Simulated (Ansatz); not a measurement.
CdS (zinc blende)

```yaml
crystal:
  lattice:
    - [0.00000, 5.92710, 5.92710]
    - [2.96355, 2.96355, 5.92710]
    - [2.96355, 2.96355, 0.00000]
  atoms:
    - { symbol: S, position: [0.00000, 0.75000, 0.75000] }
    - { symbol: S, position: [0.50000, 0.75000, 0.75000] }
    - { symbol: Cd, position: [0.00000, 0.00000, 0.00000] }
    - { symbol: Cd, position: [0.50000, 0.00000, 0.00000] }
```

The atoms are displaced by Q × the pattern below (from a DFPT mode at X = (0.5, 0.5, 0.0), largest move 1; Q in Å), at fixed cell. It is one choice among 2 degenerate patterns. (q is in reciprocal vectors of the primitive cell; the cell shown is doubled to hold the pattern.)

```
atom       x       y      z
----  ------  ------  -----
S1     0.000  -1.000  0.000
S2     0.000   1.000  0.000
Cd3    0.185   0.000  0.000
Cd4   -0.185   0.000  0.000
```

Level of theory: PBE (plane waves to 420 eV, PAW, scalar-relativistic; Ansatz, an electronic-structure program). k mesh 10×10×10 (Γ-centred), Fermi-Dirac smearing 0.05 eV. Energies are smeared free energies. CdS was relaxed with its symmetry unable to fall. The PAW data are Ansatz's earlier set. ΔE is measured from the undisplaced structure.

| Q (Å) | ΔE (meV/cell) |
|---|---|
| -0.100 | 86.5 |
| -0.067 | 38.4 |
| -0.033 | 9.6 |
| 0.000 | 0.0 |
| 0.033 | 9.6 |
| 0.067 | 38.4 |
| 0.100 | 86.5 |

**Question.** Which DFPT wavenumber at X = (0.5, 0.5, 0.0) belongs to this mode?
(A) 54 cm⁻¹
(B) 141 cm⁻¹
(C) 256 cm⁻¹

**Answer.** C, 256 cm⁻¹. The curvature of the scan gives 256 cm⁻¹

(A displaced cell: forces are minus the slopes of the energy, force constants its curvatures, and phonons follow from these.)
